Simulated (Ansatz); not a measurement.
Does this entry for PbO2 lie near equilibrium?

The cell is a COD entry, atoms as given.

```cif
data_PbO2
_symmetry_space_group_name_H-M 'P4_2/mnm'
_symmetry_Int_Tables_number 136
_cell_length_a 4.9578
_cell_length_b 4.9578
_cell_length_c 3.3878
_cell_angle_alpha 90.000
_cell_angle_beta 90.000
_cell_angle_gamma 90.000
loop_
_atom_site_label
_atom_site_type_symbol
_atom_site_symmetry_multiplicity
_atom_site_Wyckoff_symbol
_atom_site_fract_x
_atom_site_fract_y
_atom_site_fract_z
Pb Pb 2 a 0.0000 0.0000 0.0000
O O 4 f 0.3067 0.3067 0.0000
```

One atom of each set is listed.

All values are calculated (Ansatz; DFT, PBE, plane waves and PAW, scalar-relativistic, 420 eV cutoff, Γ-centred 5×5×7 k-points, Fermi–Dirac smearing 0.02 eV), not measured.

Question: Do the atoms and the cell lie near the calculated equilibrium?

Answer: Not quite. The forces vanish, and the pressure is 8.9 GPa.
